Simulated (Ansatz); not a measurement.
WS:
```yaml
crystal:
  lattice:
    - [3.15385, 0.00000, 0.00000]
    - [-1.57692, 2.73131, 0.00000]
    - [0.00000, 0.00000, 3.34167]
  atoms:
    - { symbol: W, position: [0.00000, 0.00000, 0.00000] }
    - { symbol: S, position: [0.33333, 0.66667, 0.50000] }
```

Relaxed with r²SCAN.

Task: Map the valence electron density (e/Å³), cut off at 1 on the plane through (0.000, 0.000, 0.000) spanned by u = [0, 0, 1] and v = [1, -1, 0] in lattice vectors, from plane-wave PAW r²SCAN (Ansatz code).

Result: x is the fraction of u, y of v (the angle between them is 90°; rows are the nearest grid lines); atoms in the plane: W at (0.00, 0.00), S at (0.50, 0.33).
```
y \ x   0.000  0.118  0.176  0.294  0.353  0.471  0.529  0.647  0.706  0.824  0.882   1.00
------  -----  -----  -----  -----  -----  -----  -----  -----  -----  -----  -----  -----
1.00     1.00   1.00   1.00  0.656  0.328  0.204  0.204  0.328  0.656   1.00   1.00   1.00
0.926    1.00   1.00   1.00  0.483  0.293  0.212  0.212  0.293  0.483   1.00   1.00   1.00
0.852    1.00  0.992  0.605  0.265  0.218  0.192  0.192  0.218  0.265  0.605  0.992   1.00
0.778   0.337  0.276  0.228  0.162  0.146  0.133  0.133  0.146  0.162  0.228  0.276  0.337
0.704   0.210  0.185  0.160  0.114  0.098  0.082  0.082  0.098  0.114  0.160  0.185  0.210
0.630   0.208  0.183  0.160  0.115  0.100  0.086  0.086  0.100  0.115  0.160  0.183  0.208
0.556   0.243  0.227  0.215  0.213  0.222  0.237  0.237  0.222  0.213  0.215  0.227  0.243
0.444   0.241  0.292  0.374  0.723  0.926   1.00   1.00  0.926  0.723  0.374  0.292  0.241
0.370   0.205  0.300  0.454   1.00   1.00  0.417  0.417   1.00   1.00  0.454  0.300  0.205
0.296   0.206  0.302  0.457   1.00   1.00  0.431  0.431   1.00   1.00  0.457  0.302  0.206
0.222   0.322  0.362  0.442  0.804   1.00   1.00   1.00   1.00  0.804  0.442  0.362  0.322
0.148    1.00   1.00  0.730  0.520  0.538  0.595  0.595  0.538  0.520  0.730   1.00   1.00
0.0741   1.00   1.00   1.00  0.527  0.339  0.261  0.261  0.339  0.527   1.00   1.00   1.00
0.000    1.00   1.00   1.00  0.656  0.328  0.204  0.204  0.328  0.656   1.00   1.00   1.00
```

The density is the valence pseudo-density with augmentation charge, so density and ELF within about 1 Å of a nucleus are not all-electron values.

Space group P-6m2. The start of the workflow was typed in or built on a structure type; neither database checked (COD, Materials Project) lists it. Whether it is the stable phase at ambient conditions was not checked. Symmetry was held in the r²SCAN relaxation; whether a distortion lowers the energy is not shown. The workflow began spin-polarised and lost its moments. Its formation energy is positive at this level, so the cell may be metastable or incomplete. Spin–orbit coupling is left out wherever it is not named.

Potentials: the earlier of the program's two PAW sets.
